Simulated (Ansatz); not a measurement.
Relaxation of a generated trial cell of SiNi in the AFLOW prototype AB_tP4_131_c_e (B17, as in PtS); 4 atoms in the cell, which starts as P4₂/mmc (No. 131), tP4; a = 3.4441 Å, b = 3.4441 Å, c = 4.2879 Å, α = 90.00°, β = 90.00°, γ = 90.00°. Calculation: PBE (plane waves to 420 eV, PAW, scalar-relativistic; Ansatz, a first-principles code). Γ-centred k-mesh 7×7×6 on the run's cell (coarser than for final values), Fermi–Dirac smearing 0.05 eV. This is the first round of the run. Spin-polarised start, with parallel moments on Ni.

The optimiser's lines from the output (shortened; P is positive under compression):

```
relax step   1: F+E_penalty+E_count = -12947.99211771 eV  Δ(F+E_penalty+E_count) = +0.000e0 eV  max|allowed force component| = 1.388e-17 eV/Å  Δτ_max = 0.0000 Å  P = +62.550 GPa  Ω = 50.862 Å³  (15 SCF iters, dr2 threshold 1.00e-7 eV, accepted)
relax step   2: F+E_penalty+E_count = -12949.82304223 eV  Δ(F+E_penalty+E_count) = -1.831e0 eV  max|allowed force component| = 6.245e-17 eV/Å  Δτ_max = 0.0000 Å  P = +28.375 GPa  Ω = 57.334 Å³  (12 SCF iters, dr2 threshold 4.00e-7 eV, accepted)
relax step   3: F+E_penalty+E_count = -12950.54543120 eV  Δ(F+E_penalty+E_count) = -7.224e-1 eV  max|allowed force component| = 2.082e-17 eV/Å  Δτ_max = 0.0000 Å  P = +8.293 GPa  Ω = 63.562 Å³  (11 SCF iters, dr2 threshold 4.00e-7 eV, accepted)
relax step   4: F+E_penalty+E_count = -12950.63352752 eV  Δ(F+E_penalty+E_count) = -8.810e-2 eV  max|allowed force component| = 1.735e-17 eV/Å  Δτ_max = 0.0000 Å  P = -1.951 GPa  Ω = 67.921 Å³  (10 SCF iters, dr2 threshold 4.00e-7 eV, accepted)
relax step   5: F+E_penalty+E_count = -12950.64431277 eV  Δ(F+E_penalty+E_count) = -1.079e-2 eV  max|allowed force component| = 4.337e-17 eV/Å  Δτ_max = 0.0000 Å  P = -0.039 GPa  Ω = 67.136 Å³  (8 SCF iters, dr2 threshold 4.00e-7 eV, accepted)
relax step   6: F+E_penalty+E_count = -12950.64442696 eV  Δ(F+E_penalty+E_count) = -1.142e-4 eV  max|allowed force component| = 4.510e-17 eV/Å  Δτ_max = 0.0000 Å  P = +0.005 GPa  Ω = 67.088 Å³  (7 SCF iters, dr2 threshold 9.77e-8 eV, accepted)
relax step   7: F+E_penalty+E_count = -12950.70414353 eV  Δ(F+E_penalty+E_count) = -5.972e-2 eV  max|allowed force component| = 4.337e-17 eV/Å  Δτ_max = 0.0000 Å  P = +1.790 GPa  Ω = 67.088 Å³  stress off target by 2.55e0 GPa  SCF on the basis re-selected at this cell (its energy is not comparable with the rows above)  (12 SCF iters)
relax step   8: F+E_penalty+E_count = -12950.71028067 eV  Δ(F+E_penalty+E_count) = -6.137e-3 eV  max|allowed force component| = 1.735e-17 eV/Å  Δτ_max = 0.0000 Å  P = +0.326 GPa  Ω = 67.936 Å³  (9 SCF iters, dr2 threshold 4.00e-7 eV, accepted)
relax step   9: F+E_penalty+E_count = -12950.71048178 eV  Δ(F+E_penalty+E_count) = -2.011e-4 eV  max|allowed force component| = 4.857e-17 eV/Å  Δτ_max = 0.0000 Å  P = +0.025 GPa  Ω = 68.116 Å³  (8 SCF iters, dr2 threshold 4.00e-7 eV, accepted)
relax step  10: F+E_penalty+E_count = -12950.71048151 eV  Δ(F+E_penalty+E_count) = +2.713e-7 eV  max|allowed force component| = 2.212e-17 eV/Å  Δτ_max = 0.0000 Å  P = -0.001 GPa  Ω = 68.130 Å³  (7 SCF iters, dr2 threshold 8.88e-9 eV, accepted)
relax step  11: F+E_penalty+E_count = -12950.71066204 eV  Δ(F+E_penalty+E_count) = -1.805e-4 eV  max|allowed force component| = 2.212e-17 eV/Å  Δτ_max = 0.0000 Å  P = -0.011 GPa  Ω = 68.130 Å³  stress off target by 1.26e-2 GPa  SCF on the basis re-selected at this cell (its energy is not comparable with the rows above)  (11 SCF iters)
```

From the first to the last row the energy changes by -0.68 eV/atom and the volume by +34.0 %. The last row is marked as not comparable with the walk above it, whose basis was carried along; it does compare with step 1, since both stand on a basis selected at the nominal cutoff for their own cell.

Energy and pressure jump between steps 6 and 7 at one geometry, where the plane-wave basis was selected anew. While the cell walks, the set of plane waves is carried along, so its effective cutoff drifts with the strain; re-selecting it at 420 eV moved the energy by -0.015 eV/atom and the pressure by 1.8 GPa. Only step 1 and rows on a re-selected basis compare with each other.

Later rounds, restarted from the end of this one on a renewed k-mesh, logged 8 more steps and released under 0.01 eV/atom more. The final structure after all rounds: P4₂/mmc (No. 131), tP4, AFLOW prototype AB_tP4_131_c_e (B17, as in PtS); a = 3.732 Å, b = 3.732 Å, c = 4.889 Å, α = 90.00°, β = 90.00°, γ = 90.00°. Between re-selections the logged energies stand on a plane-wave basis carried along with the cell. No spin polarisation in the result: the starting moments vanished. A magnetic state may lie lower.

The run could not lose the symmetry of its start, so the end can be a saddle point.

All atoms sit on sites fixed by symmetry, so only the cell could relax.

The relaxed structure here is a generated cell of SiNi: the first start was made by placing the elements on the sites of a structure type, and the end was not matched to a known phase here, so it may be hypothetical. Known forms of SiNi include space group No. 62.
